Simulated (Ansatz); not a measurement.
**FeNi: zone-centre modes under pressure**

FeNi, P4/mmm, a = 2.427 Å, c = 3.505 Å. The structure is a COD entry; whether it is the stable form wasn't checked. Ansatz: LDA, PAW, 420 eV, Γ-centred 18×18×12 mesh on 2 atoms, Gaussian smearing 0.20 eV; collinear spin, largest moment 2.3 μB. Cell and atoms are relaxed at each pressure with the symmetry kept; optical modes at Γ by linear response, in cm⁻¹, matched by rank (the highest 2 distinct ones).

```tsv
P (GPa)	V (Å³/atom)	ω1	ω2
0	10.324	216.0	303.1
2	10.237	218.9	307.9
6	10.073	?	?
```

Problem. Get each mode's Grüneisen parameter γ = −d ln ω/d ln V from the other rows and predict the missing frequencies.

Solution. ln(V/V0) = 0.0000, -0.0085, -0.0246; a line through ln(ω/ω0) of the 2 known rows gives ω1: γ = 1.569, predicted 224.5, computed 224.4; ω2: γ = 1.849, predicted 317.2, computed 317.2. The worst miss is 0.0 %, or 1 % of the shift under pressure, so a constant γ serves at that level. In a metal these frequencies hang on the mesh and smearing.

Only parallel moments were tried here.